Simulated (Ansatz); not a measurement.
Input and command of a plane-wave DFT calculation in Ansatz:

```yaml
crystal:
  lattice:
    - [1.962430139, 1.133009569, 3.61233]
    - [-1.962430139, 1.133009569, 3.61233]
    - [0.0, -2.266019138, 3.61233]
  atoms:
    - { symbol: Sb, position: [0.5, 0.5, 0.5] }
    - { symbol: As, position: [0.0, 0.0, 0.0] }
basis:
  ecutwfc: 420
kpoints:
  mp_grid: { grid: [12, 12, 12] }
hamiltonian:
  xc: pbesol
scf:
  occupations: { method: gaussian, width: 0.15 }
output:
  forces: true
  stress: true
  eigenvalues: true
```

```bash
ansatz run input.yaml --threads 1 --pin off --max-ram 2560MiB --backend cpu --events-out ev --progress --plain --runs-dir out
```

Processor: Arm Neoverse V2, 1 thread, on a host shared with other jobs.

Task: How long does it run, and how much memory does it take?

Result: About 7.2 s on 1 thread of Arm Neoverse V2, with other jobs on the host, peak memory 0.42 GiB. It solves 19 bands at 189 k points (the mesh reduced by symmetry) with about 943 plane waves, in 7 SCF iterations.
